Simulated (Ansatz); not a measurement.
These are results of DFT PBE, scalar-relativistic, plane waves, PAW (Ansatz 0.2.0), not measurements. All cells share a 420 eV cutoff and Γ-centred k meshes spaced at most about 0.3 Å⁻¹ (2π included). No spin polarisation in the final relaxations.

Temperature and zero-point effects are left out.

Two relaxed structures of Cs3SI:

A.

```
CELL_PARAMETERS angstrom
4.56169 2.63369 4.09719
-4.56169 2.63369 4.09719
0.00000 -5.26738 4.09719
ATOMIC_POSITIONS crystal
Cs 0.39952 0.99673 0.54307
Cs 0.99673 0.54307 0.39952
Cs 0.54307 0.39952 0.99673
S 0.49926 0.49926 0.49926
I 0.06111 0.06111 0.06111
```

B.

```
CELL_PARAMETERS angstrom
6.68262 0.00000 0.00000
0.00000 6.68262 0.00000
0.00000 0.00000 6.68262
ATOMIC_POSITIONS crystal
Cs 0.00000 0.50000 0.50000
Cs 0.50000 0.00000 0.50000
Cs 0.50000 0.50000 0.00000
S 0.50000 0.50000 0.50000
I 0.00000 0.00000 0.00000
```

Problem. Which is lower in energy, and by how much?

Solution. A is lower, by 17 meV/atom. A has space group R3 (No. 146), 59.1 Å³/atom and a gap of 1.28 eV on its mesh; B has the antiperovskite type, space group Pm-3m (No. 221), 59.7 Å³/atom and a gap of 1.09 eV. Counting I or S atoms around Cs (for each partner element, those within 1.25 times its shortest distance or 1.15 times the sum of covalent radii, where it is the nearest in units of that sum or under 1.3; a plus sign parts groups by distance over the sum of covalent radii), A has Cs 4 and B has Cs 2+4. In A, Cs has 2 S at 3.37–3.45 Å and 2 I at 4.03 Å; S has 6 Cs at 3.37–3.45 Å; I has 6 Cs at 4.03 Å. In B, Cs is surrounded by 2 S at 3.34 Å, 4 I at 4.73 Å and 8 Cs at 4.73 Å; S has 6 Cs at 3.34 Å; around I lie 12 Cs at 4.73 Å. Both come from invented guesses.

Spin–orbit coupling, which can matter for I, is left out. Kohn–Sham gaps at this level usually fall short of measured ones. The missing spin–orbit coupling can work the other way here. Cells relaxed within their symmetry can be saddle points. The R3 cell of Cs3SI came from shaking the Pm-3m one.
